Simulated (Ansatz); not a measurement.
YC2:
```
YC2
1.0
   -1.83734     1.83734     3.09366
    1.83734    -1.83734     3.09366
    1.83734     1.83734    -3.09366
Y C
1 2
Direct
  0.00000   0.00000   0.00000
  0.39554   0.39554   0.00000
  0.60446   0.60446   0.00000
```

Relaxed with r²SCAN. Special points in fractions of this cell's reciprocal vectors: Γ (0.000, 0.000, 0.000); X (0.000, 0.000, 0.500); P (0.250, 0.250, 0.250); N (0.000, 0.500, 0.000); M (0.500, 0.500, -0.500); S (0.338, 0.662, -0.338); S0 (-0.338, 0.338, 0.338); R (-0.176, 0.176, 0.500); G (0.500, 0.500, -0.176).

Problem. List the band energies nearest the Fermi level at these points for r²SCAN in the plane-wave PAW code Ansatz.

Solution. In eV from the Fermi level; about four levels below and three above (degenerate sets whole), none deeper than 8.9 eV; points with the same levels are listed once.

```json
[
 {"k": "Γ", "below": "-3.63 -3.63 -0.55 -0.55", "above": "0.58 2.73 3.12"},
 {"k": "X", "below": "-5.52 -4.40 -4.18 -2.92", "above": "2.72 4.31 5.33"},
 {"k": "P", "below": "-5.18 -5.18 -3.10 -0.25 -0.25", "above": "4.78 5.34 5.49"},
 {"k": "N", "below": "-8.16 -5.86 -5.27 -3.57", "above": "2.01 3.05 3.47"},
 {"k": "M", "below": "-4.36 -4.36 -3.14 -0.72", "above": "3.77 4.15 4.15"},
 {"k": "S", "below": "-7.55 -6.03 -5.06 -3.71", "above": "1.91 2.74 3.31"},
 {"k": "R", "below": "-5.38 -5.30 -3.94 -0.86", "above": "3.06 3.67 4.88"}
]
```

Space group I4/mmm (MoSi2 or CaC2 type). The workflow started from an entry of the Crystallography Open Database (COD). Its standing as an ambient phase is unchecked. The r²SCAN relaxation kept the symmetry of its start; its stability against distortions is not shown here. No spin polarisation was allowed. Spin–orbit coupling is left out wherever it is not named.

Potentials: the later of the program's two PAW sets.
